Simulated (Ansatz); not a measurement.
# Field gradients at the nuclei in MgMn2P2H4O10

The cell is a Materials Project structure (computed, not necessarily an observed phase), atoms as given.

```xyz
19
Lattice="5.3076 0.0000 0.0000 -0.8172 5.4621 0.0000 -2.2730 -2.0604 7.1959" Properties=species:S:1:pos:R:3 pbc="T T T"
Mg   -1.8040    0.1074    6.3316
Mn    3.8148    1.5032    3.3046
Mn    2.6992    0.0693    0.0345
H     3.2019    4.3744    2.0589
H    -0.2229    0.0798    1.5215
H    -1.9872    3.7698    4.6798
H     2.2817    3.0735    5.7797
P     1.1654    2.6735    1.7546
P     1.0828    0.9397    5.5535
O     0.9172    3.6620    0.5532
O     0.0651    2.7514    2.8031
O     1.4174   -0.0961    6.6805
O     2.3063    0.7981    4.6094
O     2.5568    2.9590    2.3850
O     1.1416    1.2644    1.0210
O    -0.3070    0.6223    4.9602
O     1.0762    2.3990    6.0977
O    -2.1464    3.6628    5.6377
O     4.1517   -0.0959    1.8238
```

Atoms are numbered from 1 in the order listed; like atoms form one site, named after its first atom.

All values are calculated (Ansatz; DFT, PBE, plane waves and PAW, scalar-relativistic, collinear spin, 420 eV cutoff, Γ-centred 5×4×3 k-points, Fermi–Dirac smearing 0.02 eV), not measured. Start moments as typed (μB): 5 on each Mn, none on the rest.

Conventions: |V_zz| ≥ |V_yy| ≥ |V_xx|, η = (V_xx − V_yy)/V_zz, C_Q = eQV_zz/h. ν_Q = 3|C_Q|/[2I(2I − 1)].

²⁵Mg: I = 5/2, Q = 199.4 mb; 55Mn: I = 5/2, Q = 330.0 mb; H-2: I = 1, Q = 2.858 mb; ¹⁷O: I = 5/2, Q = -25.58 mb. Nuclear quadrupole moments: year-2017 set (Pyykkö).

| site | atoms (order as listed) | first shell | C_Q (MHz) | η | ν_Q (MHz) |
| --- | --- | --- | --- | --- | --- |
| Mg | 1 | 6 O at 2.08–2.21 Å | 3.60 | 0.96 | 0.540 |
| Mn2 | 2 | 5 O at 2.06–2.22 Å | 50.2 | 0.44 | 7.53 |
| Mn3 | 3 | 6 O at 2.14–2.38 Å | 40.3 | 0.33 | 6.04 |
| H4 | 4 | 1 O at 1.03 Å; also 1 O at 1.59 Å | 0.147 | 0.09 | 0.220 |
| H5 | 5 | 1 O at 1.00 Å; also 1 O at 1.88 Å | 0.216 | 0.06 | 0.324 |
| H6 | 6 | 1 O at 0.98 Å | 0.275 | 0.05 | 0.413 |
| H7 | 7 | 1 O at 1.07 Å; also 1 O at 1.42 Å | 0.092 | 0.18 | 0.137 |
| O10 | 10 | 1 P at 1.58 Å, 1 Mg at 2.11 Å, 1 Mn at 2.17 Å | -5.47 | 0.53 | 0.821 |
| O11 | 11 | 1 P at 1.52 Å, 1 Mn at 2.06 Å, angle 133° | -5.73 | 0.31 | 0.860 |
| O12 | 12 | 1 P at 1.57 Å, 1 Mg at 2.12 Å, 1 Mn at 2.21 Å; also 1 Mg at 3.25 Å | -5.46 | 0.59 | 0.818 |
| O13 | 13 | 1 P at 1.55 Å, 1 Mn at 2.12 Å, 1 Mg at 2.21 Å | -5.89 | 0.31 | 0.883 |
| O14 | 14 | 1 P at 1.55 Å, 1 Mn at 2.13 Å; also 1 H at 1.59 Å | -5.54 | 0.69 | 0.830 |
| O15 | 15 | 1 P at 1.59 Å, 1 Mg at 2.20 Å, 1 Mn at 2.20 Å; also 1 H at 1.88 Å | -5.41 | 0.10 | 0.811 |
| O16 | 16 | 1 P at 1.54 Å, 1 Mg at 2.09 Å, 1 Mn at 2.22 Å | -5.54 | 0.46 | 0.831 |
| O17 | 17 | 1 P at 1.56 Å, 1 Mn at 2.14 Å; also 1 H at 1.42 Å, 1 Mg at 3.35 Å | -5.47 | 0.63 | 0.821 |
| O18 | 18 | 2 H at 0.98–1.07 Å, 1 Mg at 2.08 Å; also 2 Mn at 2.38–3.25 Å | -7.09 | 0.89 | 1.06 |
| O19 | 19 | 2 H at 1.00–1.03 Å, 2 Mn at 2.21–2.31 Å | 6.04 | 0.99 | 0.906 |

At O10, O12, O13, O15 and O16 V_zz points along its shortest bond, to P (within 7°) in each case. At H4, H5, H6 and H7 V_zz points along its bond to O (within 4°) in each case. At O11, O14 and O17 V_zz points along the shorter of its two bonds, to P (within 8°) in each case.

P has no stable isotope with a ground-state quadrupole moment in the table, so these sites are left out.

The largest force is 0.4 eV/Å, so the atoms aren't at the calculated equilibrium and relaxing them would move these values. The moments were started parallel, and the run ended with some of them reversed. The program didn't check the stability of this electronic state in full, so a lower one may lie near. The lattice is static: at room temperature water may turn and average the couplings of its hydrogen. The magnetic order is the one that the run reached from its start moments, not necessarily the measured one. Where η is near 1 the sign of V_zz means little.
